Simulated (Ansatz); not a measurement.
Given:

MoS$_{2}$:
```cif
data_Mo2S4
_chemical_formula_sum 'Mo2 S4'
_space_group_name_H-M_alt 'P 1'
_space_group_IT_number 1
_cell_length_a 3.12776
_cell_length_b 3.12776
_cell_length_c 12.19935
_cell_angle_alpha 90.000
_cell_angle_beta 90.000
_cell_angle_gamma 120.000
loop_
_space_group_symop_operation_xyz
  'x, y, z'
loop_
_atom_site_label
_atom_site_type_symbol
_atom_site_fract_x
_atom_site_fract_y
_atom_site_fract_z
_atom_site_occupancy
Mo1 Mo 0.00000 0.00000 0.25000 1
Mo2 Mo 0.00000 0.00000 0.75000 1
S1 S 0.33333 0.66667 0.37714 1
S2 S 0.66667 0.33333 0.62286 1
S3 S 0.66667 0.33333 0.87714 1
S4 S 0.33333 0.66667 0.12286 1
```

This is the LDA-relaxed structure.

Task: All from the program Ansatz at the LDA level (PAW), unless another level is named. Predict the hole effective mass.

Result: 0.74, 0.74, 0.81 mₑ (principal values).

Task: What about the formation energy from the elements (no fitted shifts)?

Result: -1.01 eV/atom.

Task: And the weight of the valence-edge state by species (Voronoi cells)?

Result: Mo 57 %, S 43 %.

Task: What about the weight of the conduction-edge state by species (Voronoi cells)?

Result: Mo 52 %, S 48 %.

Space group P6_3/mmc. The first step of the workflow began from a Materials Project structure, measured or hypothetical. Its sites differ from those of the usual phase in this space group: another stacking or structure type. Symmetry was held in the LDA relaxation; phonons on a q-mesh show no instability. The run is not spin-polarised. A crystal of weakly bound layers computed without a dispersion correction: the cell and the soft elastic constants depend strongly on that. The references are the lowest solids computed at this level, not always the standard phases. Scalar-relativistic: spin–orbit coupling is off unless named, which matters more the heavier the elements.

Potentials: the earlier of the program's two PAW sets.

Edges and masses are those of Kohn–Sham bands, whose gap is no quasiparticle gap.
